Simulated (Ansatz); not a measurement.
AlN (wurtzite)

```
CELL_PARAMETERS angstrom
      6.21311     0.00000     0.00000
     -1.55328     2.69036     0.00000
      0.00000     0.00000     4.97805
ATOMIC_POSITIONS crystal
  Al 0.16667 0.66667 0.99658
  Al 0.66667 0.66667 0.99658
  Al 0.33333 0.33333 0.49658
  Al 0.83333 0.33333 0.49658
  N  0.16667 0.66667 0.37822
  N  0.66667 0.66667 0.37822
  N  0.33333 0.33333 0.87822
  N  0.83333 0.33333 0.87822
```

The atoms are displaced by Q × the pattern below (from a DFPT mode at M = (0.5, 0.0, 0.0), largest move 1; Q in Å), at fixed cell. (q is in reciprocal vectors of the primitive cell; the cell shown is doubled to hold the pattern.)

```json
[
 {"atom": "Al1", "x": "-0.212", "y": "-0.123", "z": "-0.150"},
 {"atom": "Al2", "x": "0.212", "y": "0.123", "z": "0.150"},
 {"atom": "Al3", "x": "0.212", "y": "0.123", "z": "-0.150"},
 {"atom": "Al4", "x": "-0.212", "y": "-0.123", "z": "0.150"},
 {"atom": "N5", "x": "0.859", "y": "0.496", "z": "0.123"},
 {"atom": "N6", "x": "-0.859", "y": "-0.496", "z": "-0.123"},
 {"atom": "N7", "x": "-0.859", "y": "-0.496", "z": "0.123"},
 {"atom": "N8", "x": "0.859", "y": "0.496", "z": "-0.123"}
]
```

Method: r2SCAN (plane waves to 500 eV, PAW, scalar-relativistic; Ansatz, a first-principles code). k mesh 6×12×7 (Γ-centred), Fermi-Dirac smearing 0.05 eV. E stands for the smeared free energy. AlN was relaxed with its symmetry unable to fall. The PAW data are Ansatz's earlier set. The zero of ΔE is the undisplaced structure.

```tsv
Q (Å)	ΔE (meV/cell)
-0.180	withheld
-0.150	1514
-0.120	960
-0.090	536
-0.060	237
-0.030	59
0.000	0
0.030	59
0.060	237
0.090	536
0.120	960
0.150	1514
0.180	withheld
```

Question: Fit an even polynomial form (powers 2, 4) to the given rows and predict ΔE at Q = -0.180.

Answer: Least squares on the 11 given rows: ΔE = (65550)·Q² + (77220)·Q⁴, in meV/cell with Q in Å; root-mean-square residual 0.0 meV/cell. At -0.180 the fit gives 2205 meV/cell; the calculation gives 2206 meV/cell, so the extrapolation is off by -1 (-0.0 %). The quadratic term alone would give 2124 meV/cell.

(For displaced atoms, the force is minus the slope of the energy, and its curvature is a force constant, which sets phonon frequencies.)
